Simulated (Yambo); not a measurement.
Yambo run on Li$_{2}$PdO$_{3}$ (space group C2/m, No. 12). The wavefunctions come from this Quantum ESPRESSO step (PBEsol, PseudoDojo standard norm-conserving files, scalar-relativistic):

```
&CONTROL
  calculation = 'nscf'
  pseudo_dir = './pseudo'
  outdir = './out'
/
&SYSTEM
  ibrav = 0
  nat = 12
  ntyp = 3
  ecutwfc = 84.0
  ecutrho = 336.0
  occupations = 'fixed'
  force_symmorphic = .true.
  nbnd = 178
/
&ELECTRONS
  conv_thr = 1.2000000000000002e-08
  diago_full_acc = .true.
  diago_thr_init = 1e-08
/
ATOMIC_SPECIES
Li 6.9400 Li.upf
O 15.9990 O.upf
Pd 106.4200 Pd.upf
CELL_PARAMETERS angstrom
  2.552165000000  -4.416425000000   0.000000000000
  2.552165000000   4.416425000000   0.000000000000
 -1.699870000000   0.000000000000   4.764736000000
ATOMIC_POSITIONS crystal
Li   0.500000000000   0.500000000000   0.500000000000
Li   0.836470000000   0.163530000000   0.500000000000
Li   0.163530000000   0.836470000000   0.500000000000
Li   0.000000000000   0.000000000000   0.000000000000
O   0.267660000000   0.267660000000   0.762360000000
O   0.732340000000   0.732340000000   0.237640000000
O   0.424990000000   0.077990000000   0.235210000000
O   0.575010000000   0.922010000000   0.764790000000
O   0.922010000000   0.575010000000   0.764790000000
O   0.077990000000   0.424990000000   0.235210000000
Pd   0.666700000000   0.333300000000   0.000000000000
Pd   0.333300000000   0.666700000000   0.000000000000
K_POINTS automatic
2 2 2 0 0 0
```

Yambo input:

```
rim_cut
gw0
dyson
el_el_corr
HF_and_locXC
ppa
em1d
RandQpts= 1000000
RandGvec= 1 Ry
EXXRLvcs= 84 Ry
VXCRLvcs= 336 Ry
Chimod= "HARTREE"
% BndsRnXp
 13 | 177 |
%
NGsBlkXp= 7 Ry
% LongDrXp
 1.0 | 1.0 | 1.0 |
%
PPAPntXp= 27.2114 eV
% GbndRnge
 1 | 177 |
%
GTermKind= "BG"
DysSolver= "n"
ExtendOut
% QPkrange
 1 | 1 | 42 | 43 |
 2 | 2 | 42 | 43 |
 3 | 3 | 42 | 43 |
 4 | 4 | 42 | 43 |
 5 | 5 | 42 | 43 |
 6 | 6 | 42 | 43 |
%
```

k points by index: 1 = Γ, 2 = (0, 0, -0.5), 3 = (0, -0.5, 0), 4 = (0, -0.5, -0.5), 5 = (-0.5, -0.5, 0), 6 = (-0.5, -0.5, -0.5).

The o-*.qp file then holds:

```
#    K-point    Band    Eo [eV]    E [eV]    E-Eo [eV]    Vxc [eV]    Vnlxc [eV]    Sc|Eo [eV]    Sc|E [eV]    dSc/dw|Eo [eV]    Re(Z)    Im(Z)
#
    1    42    -0.397749    -0.740795    -0.343045    -22.11467    -28.28296    5.721224    5.825247    -8.250784    0.767336    -0.258064E-3
    1    43    1.965274    3.064900    1.099627    -22.89566    -18.64712    -2.830023    -3.148908    -7.890276    0.775212    -0.001746
    2    42    -0.349102    -0.679475    -0.330372    -21.79527    -27.64530    5.420904    5.519657    -8.129742    0.769961    -0.001533
    2    43    1.981919    3.079413    1.097494    -22.92197    -18.70832    -2.797780    -3.116150    -7.892978    0.775154    -0.001506
    3    42    -0.034077    -0.302605    -0.268528    -21.88931    -27.48184    5.243391    5.324001    -8.164253    0.769210    -0.001424
    3    43    1.742858    2.785093    1.042236    -22.61354    -18.55788    -2.717426    -3.013416    -7.727271    0.778831    -0.001379
    4    42    -0.107425    -0.380780    -0.273354    -21.95515    -27.55293    5.242263    5.324432    -8.174948    0.768977    -0.001507
    4    43    1.664309    2.682382    1.018073    -22.31013    -18.31758    -2.686764    -2.974474    -7.689152    0.779680    -0.001773
    5    42    0.000000    -0.261418    -0.261418    -21.93810    -27.50293    5.224752    5.303418    -8.183677    0.768788    -0.001491
    5    43    2.059615    3.144120    1.084505    -22.42150    -18.36465    -2.660477    -2.972341    -7.823101    0.776688    -0.003348
    6    42    -0.071801    -0.352598    -0.280797    -22.29478    -28.06081    5.401014    5.485226    -8.156334    0.769382    -0.001443
    6    43    1.490208    2.495353    1.005145    -22.18629    -18.13772    -2.763037    -3.043426    -7.590024    0.781902    -0.001433
```
(The two width columns are left out.) Convergence of these settings isn't established.

Spin-orbit coupling is not included.

Geometry of the Materials Project entry, not relaxed at this level.

The structure is a Materials Project entry; no match was found in the copy of COD used, and its stability was not checked.
